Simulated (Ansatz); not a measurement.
TiGe$_{2}$:
```
TiGe2
1.0
   -1.68762     1.68762     4.32125
    1.68762    -1.68762     4.32125
    1.68762     1.68762    -4.32125
Ti Ge
1 2
Direct
  0.00000   0.00000   0.00000
  0.33765   0.33765   0.00000
  0.66235   0.66235   0.00000
```

Relaxed with PBE. Special points in fractions of this cell's reciprocal vectors: Γ (0.000, 0.000, 0.000); X (0.000, 0.000, 0.500); P (0.250, 0.250, 0.250); N (0.000, 0.500, 0.000); M (0.500, 0.500, -0.500); S (0.288, 0.712, -0.288); S0 (-0.288, 0.288, 0.288); R (-0.076, 0.076, 0.500); G (0.500, 0.500, -0.076).

Question: List the band energies nearest the Fermi level at these points for PBE (plane waves, PAW; program Ansatz).

Answer: In eV from the Fermi level; about four levels below and three above (degenerate sets whole), none deeper than 8.9 eV; points with the same levels are listed once.

| k | below | above |
|---|---|---|
| Γ | -4.19 -0.52 -0.52 -0.28 | 1.93 2.94 3.41 |
| X | -4.27 -2.38 -0.83 -0.66 | 2.58 2.81 3.02 |
| P | -4.29 -4.29 -1.68 -0.75 -0.75 | 0.82 2.81 3.98 |
| N | -3.61 -3.36 -0.19 -0.17 | 1.47 2.66 2.99 |
| M | -0.48 | 0.22 0.45 0.45 |
| S | -5.22 -1.01 -0.48 -0.19 | 1.50 2.37 3.39 |
| R | -2.92 -2.65 -0.73 -0.64 | 2.24 2.52 2.63 |

Space group I4/mmm (MoSi2 or CaC2 type). A made-up cell: these elements were put on the sites of a structure type; neither database checked (COD, Materials Project) lists it. COD files the formula under space group No. 70, so this cell is another polymorph or a model. Its standing as an ambient phase is unchecked. The cell was relaxed with PBE under the symmetry of its start; its stability against distortions is not shown here. The run is not spin-polarised. Scalar-relativistic: spin–orbit coupling is off unless named, which matters more the heavier the elements.

Potentials: the later of the program's two PAW sets.
